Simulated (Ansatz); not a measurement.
NbRh in space group Pmma (No. 51; Nb on 2e, Rh on 2f) at seven volumes, DFT-r²SCAN in the program Ansatz with PAW potentials, shape and atoms relaxed at each. One row is withheld.

```csv
V (Å³/atom),P (GPa)
14.313,26.47
14.785,16.21
15.257,7.45
15.729,-0.01
16.201,-6.36
16.673,?
17.144,-16.22
```

Q: Fit the shown pressures and predict the withheld one.

A: Third-order Birch–Murnaghan: P = (3/2)B₀(x^(7/2) − x^(5/2))[1 + (3/4)(B′ − 4)(x − 1)] with x = (V₀/V)^(2/3). Least squares on the six rows gives V₀ = 15.729 Å³/atom, B₀ = 227.9 GPa, B′ = 4.41. At V = 16.673, x = 0.9619 and P = -11.68 GPa. The run itself gave -11.73 GPa.

The workflow started from an entry of the Crystallography Open Database (COD), which files this formula under 2 space groups. Its standing as an ambient phase is unchecked. The cell was relaxed with r²SCAN under the symmetry of its start; its stability against distortions is not shown here. The run is not spin-polarised.

Potentials: the later of the program's two PAW sets.
